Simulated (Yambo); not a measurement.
Yambo run on AlAs (zinc blende, space group F-43m, No. 216). The wavefunctions are norm-conserving PBE (stringent potentials; Quantum ESPRESSO, 104 Ry, scalar-relativistic) ones on a 4×4×4 mesh (13 occupied bands); a = b = c = 4.0128 Å, α = β = γ = 60.00°.

Yambo input:

```
rim_cut
gw0
dyson
el_el_corr
HF_and_locXC
ppa
em1d
RandQpts= 1000000
RandGvec= 1 Ry
EXXRLvcs= 104 Ry
VXCRLvcs= 416 Ry
Chimod= "HARTREE"
% BndsRnXp
 5 | 202 |
%
NGsBlkXp= 15 Ry
% LongDrXp
 1.0 | 1.0 | 1.0 |
%
PPAPntXp= 27.2114 eV
% GbndRnge
 1 | 105 |
%
GTermKind= "BG"
DysSolver= "n"
ExtendOut
% QPkrange
 1 | 1 | 13 | 14 |
 7 | 7 | 14 | 14 |
%
```

k points by index: 1 = Γ, 7 = X.

The o-*.qp file then holds:

```
#    K-point    Band    Eo [eV]    E [eV]    E-Eo [eV]    Vxc [eV]    Vnlxc [eV]    Sc|Eo [eV]    Sc|E [eV]    dSc/dw|Eo [eV]    Re(Z)    Im(Z)
#
    1    13    0.000000    -0.740736    -0.740736    -13.03830    -14.92496    0.945635    1.145930    -7.357000    0.787173    -0.001519
    1    14    1.991831    2.047590    0.055759    -11.83427    -7.758869    -4.005239    -4.019642    -7.013250    0.795079    -0.001485
    7    14    1.452972    1.327067    -0.125905    -8.398076    -4.791872    -3.762762    -3.732109    -6.631548    0.804046    -0.001488
```
(The two width columns are left out.) Convergence of these settings isn't established.

Spin-orbit coupling is not included.

Geometry relaxed with PBEsol.
